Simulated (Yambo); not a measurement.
**B₂O₃: sweep of GW parameters**

G0W0@PBEsol for B$_{2}$O$_{3}$ (space group Cmc2_1, No. 36) in Yambo. Reference settings: 4×4×4 Γ-centred k mesh, 118 bands and a 7 Ry block in the screening, 118 bands in G with the Bruneval-Gonze terminator, plasmon pole fitted at 27.2 eV. The PBEsol gap (0, 0, -0.5) → Γ on this mesh is 8.56 eV; G0W0 gaps are taken between the same points.

```csv
change from the reference,"G0W0 gap (0, 0, -0.5) → Γ (eV)",shift of the valence edge (eV),rough Yambo cost
reference settings,11.15,-1.51,1
1 Ry block,11.99,-2.17,within a factor of two
6 Ry block,11.13,-1.50,within a factor of two
no random integration,11.06,-1.29,–
```

The reference isn't shown to be the converged limit. Costs are rough (shared machines), scaled to the same edge states, and given only for runs that recompute the screening. The mesh misses a band edge: along a dense path the PBEsol gap is 8.49 eV against 8.56 eV on the mesh.

Geometry of the Materials Project entry, not relaxed at this level; primitive cell a = b = 4.5398 Å, c = 4.1334 Å, α = β = 90.00°, γ = 61.15°.

The structure is a Materials Project entry; no match was found in the copy of COD used, and its stability was not checked.

A shift is the quasiparticle energy of the state minus its PBEsol energy.
